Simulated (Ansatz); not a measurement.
# ¹⁷O NMR of the central transition in CO2

Cell: a computed structure from the Materials Project (it need not be an observed phase), taken as it stands.

Space group Pbcn (No. 60); a = 4.7845, b = 6.3155, c = 5.6789 Å.

```
site  Wyckoff  site symmetry       x       y       z
   C       4c            .2.  0.5000  0.8530  0.7500
   O       8d              1  0.7010  0.1463  0.1336
```

One atom of each set is listed.

Method: Kohn–Sham DFT in Ansatz, PBE, plane waves and PAW (field gradients read without the response of the frozen cores, which leaves them typically 4 to 6 % off), scalar-relativistic, 420 eV cutoff, Γ-centred 5×4×4 k-points, Fermi–Dirac smearing 0.02 eV.

¹⁷O has I = 5/2 and Q = -25.58 mb (Pyykkö 2018); at 11.7 T its Larmor frequency is ν₀ = 67.6 MHz. Only the quadrupole interaction is simulated: positions count from each site's isotropic chemical shift, and J coupling is left out, as are shift anisotropy and dipolar coupling, which fast spinning averages.

Simulated pattern of one O site (fast magic-angle spinning, Gaussian broadening 0.2 kHz):

offset (kHz), height and a bar:
```
   -4.873          0 
   -4.728          2 
   -4.583          5 #
   -4.438          6 ##
   -4.293          6 ##
   -4.148          6 ##
   -4.003          6 ##
   -3.858          6 ##
   -3.713          6 ##
   -3.568          7 ##
   -3.423          7 ##
   -3.279          7 ##
   -3.134         11 ###
   -2.989         49 ###############
   -2.844         85 ##########################
   -2.699         65 ###################
   -2.554         51 ###############
   -2.409         46 ##############
   -2.264         43 #############
   -2.119         41 ############
   -1.974         41 ############
   -1.829         41 ############
   -1.684         42 ############
   -1.539         43 #############
   -1.394         46 ##############
   -1.249         49 ###############
   -1.104         56 #################
   -0.959         69 #####################
   -0.815        100 ##############################
   -0.670         91 ###########################
   -0.525         19 ######
   -0.380          1
```

(1) Which |C_Q| and η does the pattern imply?

## Answers

(1) The pattern spans 4.06 kHz before broadening and its centre of gravity is at -1.87 kHz, which fixes P_Q; the places of the horns and steps fix η. That gives P_Q = 4.59 MHz, |C_Q| = 4.59 MHz and η = 0.03. The sign of C_Q can't be read from the pattern.

At O V_zz points along its bond to C (within 1°).
